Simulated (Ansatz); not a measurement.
ScPd3C (anti-perovskite, space group No. 221), a = b = c = 4.148 Å, α = β = γ = 90.00°.

This is the PBEsol-relaxed structure.

### Question
All from PBEsol in the plane-wave PAW code Ansatz, unless another level is named. Give the electronic character.

### Answer
metallic (no gap).

### Question
Next, the formation energy from the elements (no fitted shifts)?

### Answer
-0.23 eV/atom.

### Question
Next, the density of states at the Fermi level?

### Answer
0.75 states/eV per atom (mean over ±0.08 eV).

### Question
Predict the gap with spin–orbit coupling.

### Answer
none (metallic).

Space group Pm-3m (anti-perovskite). The start of the workflow was typed in or built on a structure type; neither database checked (COD, Materials Project) lists it. Its standing as an ambient phase is unchecked. The cell was relaxed with PBEsol under the symmetry of its start; phonons show weakly imaginary modes. The run is not spin-polarised. The references are the lowest solids computed at this level, not always the standard phases. Scalar-relativistic: spin–orbit coupling is off unless named, which matters more the heavier the elements.

Potentials: the earlier of the program's two PAW sets. The files were generated under PBE; for other functionals the program regenerates the frozen cores, and for LDA and PBEsol the local potential too.
